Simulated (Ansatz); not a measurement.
# Equation of state of CsPbCl$_{3}$

A database entry relaxed whole under r2SCAN (Pm-3m):

```
Cs Pb Cl
1.0
     5.67203    0.00000    0.00000
     0.00000    5.67203    0.00000
     0.00000    0.00000    5.67203
Cs Pb Cl
1 1 3
Direct
  0.00000 0.00000 0.00000
  0.50000 0.50000 0.50000
  0.50000 0.50000 0.00000
  0.00000 0.50000 0.50000
  0.50000 0.00000 0.50000
```

The cell was scaled uniformly, its shape held, and the atoms relaxed at each volume with plane-wave PAW DFT (Ansatz 0.2.0; r2SCAN, 500 eV, 6×6×6 Γ-centred mesh, fermi-dirac occupations of width 0.020 eV; no spin, no spin-orbit coupling). One row is withheld.

| volume (Å³/atom) | energy over the lowest (meV/atom) | pressure (GPa) |
| --- | --- | --- |
| 34.306 | 11.8 | 1.80 |
| 35.036 | 5.1 | 1.14 |
| 35.766 | 1.3 | 0.55 |
| 36.496 | 0.0 | 0.02 |
| 37.226 | ? | ? |
| 37.956 | 4.0 | -0.87 |
| 38.686 | 8.9 | -1.25 |

**Question.** Fit the pressures of the other rows to the third-order Birch-Murnaghan form.

**Answer.** With f = [(V₀/V)^(2/3) − 1]/2 and P = 3B₀f(1 + 2f)^(5/2)[1 + 3(B₀′ − 4)f/2], least squares gives V₀ = 36.53 Å³ an atom, B₀ = 24.8 GPa and B₀′ = 4.7; the rows miss the fit by less than 0.01 GPa. The slope of the energies differs from these pressures by less than 0.05 GPa.

**Question.** What does the withheld row hold?

**Answer.** The fit gives -0.45 GPa at 37.226 Å³; the run gave -0.45 GPa and 1.0 meV an atom.

Caveats: the shape of the cell was held; 0 K, fixed nuclei; the symmetry was kept, and this need not be the phase that is stable at 0 K; one mesh for all volumes; pressure is positive in compression.
